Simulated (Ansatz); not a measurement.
PtS2 (CdI2 type), relaxed with r2SCAN+rVV10, was run in Ansatz 0.2.0 under altered settings. All numbers are computed, without spin polarisation but where a row says otherwise.

```
CELL_PARAMETERS angstrom
3.55264 0.00000 0.00000
-1.77632 3.07668 0.00000
0.00000 0.00000 5.12271
ATOMIC_POSITIONS crystal
Pt 0.00000 0.00000 0.00000
S 0.33333 0.66667 0.23926
S 0.66667 0.33333 0.76074
```

The base run's other keys:
```yaml
kpoints:
  mp_grid: { grid: [6, 6, 2] }
hamiltonian:
  xc: hse06
scf:
  occupations: { method: fixed }
  n_extra_bands: 4
```

It takes 18 iterations with 1079 plane waves at 420 eV and 14 k points, and leaves a mean stress of -0.89 GPa. The gap over this mesh is 1.446 eV. It ran on 4 threads of Arm Neoverse N1, with other jobs on the host.

Outcomes, with energy and stress as changes against the base:

| setting | outcome | ΔF (meV/atom) | Δ mean stress (GPa) | gap on the mesh (eV) | iterations | wall time |
| --- | --- | --- | --- | --- | --- | --- |
| scf.exx.singularity: wigner_seitz | converged | 0.0 | 0.0 | 1.446 | 18 | 15 s |
| PBE hybrid, exx coeff 0.1, omega 0.5 1/Å | converged | – | +3.3 | 0.943 | 15 | 15 s |
| PBE hybrid, exx coeff 0.15, omega 0.3 1/Å | converged | – | +2.1 | 1.101 | 16 | 15 s |
| PBE hybrid, exx coeff 0.3, omega 0.1 1/Å | converged | – | -1.3 | 1.929 | 22 | 17 s |
| basis.xc_grid: 1 | converged | 0.0 | 0.0 | 1.446 | 18 | 15 s |

A dash marks a value that wasn't obtained or can't be compared. Stress is positive in compression. The base took 16 s. The base's mesh is coarse for a hybrid, so its own values aren't converged.

- PBE hybrid, exx coeff 0.1, omega 0.5 1/Å. That is 10 % exact exchange, screened with ω = 0.5 1/Å, against HSE06's 25 % screened at 0.208 1/Å. The mean stress moves by +3.3 GPa and the gap on the mesh by -0.502 eV (to 0.943). Totals of different functionals aren't comparable.
- PBE hybrid, exx coeff 0.15, omega 0.3 1/Å. That is 15 % exact exchange, screened with ω = 0.3 1/Å, against HSE06's 25 % screened at 0.208 1/Å. The mean stress moves by +2.1 GPa and the gap on the mesh by -0.345 eV (to 1.101). Totals of different functionals aren't comparable.
- PBE hybrid, exx coeff 0.3, omega 0.1 1/Å. That is 30 % exact exchange, screened with ω = 0.1 1/Å, against HSE06's 25 % screened at 0.208 1/Å. The mean stress moves by -1.3 GPa and the gap on the mesh by +0.484 eV (to 1.929). Totals of different functionals aren't comparable. The program warns that on this mesh the truncation of the exchange isn't bounded, so part of the change can be an error of the mesh.

Within 1 meV an atom, 0.1 GPa and 0.005 eV of the base stay: scf.exx.singularity: wigner_seitz; basis.xc_grid: 1.

Spin-orbit coupling is left out, which matters wherever the heavy atoms make up the band edges.

The program warns that its thresholds are loose for a hybrid's stress.

The meshes of the hybrids are coarse, so their gaps aren't converged to the digits shown.
